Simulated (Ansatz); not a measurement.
Hf2N:
```
CELL_PARAMETERS angstrom
      5.32641     0.00000     0.00000
      0.00000     5.32641     0.00000
      0.00000     0.00000     3.24777
ATOMIC_POSITIONS crystal
  Hf 0.29535 0.29535 0.00000
  Hf 0.70465 0.70465 0.00000
  Hf 0.20465 0.79535 0.50000
  Hf 0.79535 0.20465 0.50000
  N  0.00000 0.00000 0.00000
  N  0.50000 0.50000 0.50000
```

Relaxed with r²SCAN. Special points in fractions of this cell's reciprocal vectors: Γ (0.000, 0.000, 0.000); X (0.000, 0.500, 0.000); M (0.500, 0.500, 0.000); Z (0.000, 0.000, 0.500); R (0.000, 0.500, 0.500); A (0.500, 0.500, 0.500).

Task: List the band energies nearest the Fermi level at these points for the program Ansatz at the r²SCAN level (PAW).

Result: In eV from the Fermi level; about four levels below and three above (degenerate sets whole), none deeper than 8.9 eV; points with the same levels are listed once.

```tsv
k	below	above
Γ	-4.79 -4.79 -3.74 -2.25 -0.45	0.98 1.12 1.12
X	-2.71 -2.71 -1.13 -1.13	1.42 1.42 2.01 2.01
M	-2.00 -2.00 -1.45 -1.45	1.04 1.04 1.62 1.62
Z	-1.36 -1.36 -1.35 -1.35	2.27 2.27 3.87 3.87
R	-1.32 -1.32 -1.10 -1.10	1.82 1.82 4.01 4.01
A	-0.78 -0.78 -0.77 -0.77	1.29 1.29 2.94 2.94
```

Space group P4_2/mnm (anti-rutile). The workflow started from a Materials Project entry (that database holds measured and hypothetical structures alike); the Crystallography Open Database copy checked does not list it. Whether it is the stable phase at ambient conditions was not checked. The r²SCAN relaxation kept the symmetry of its start; its stability against distortions is not shown here. No spin polarisation was allowed. Scalar-relativistic: spin–orbit coupling is off unless named, which matters more the heavier the elements.

Potentials: the later of the program's two PAW sets.
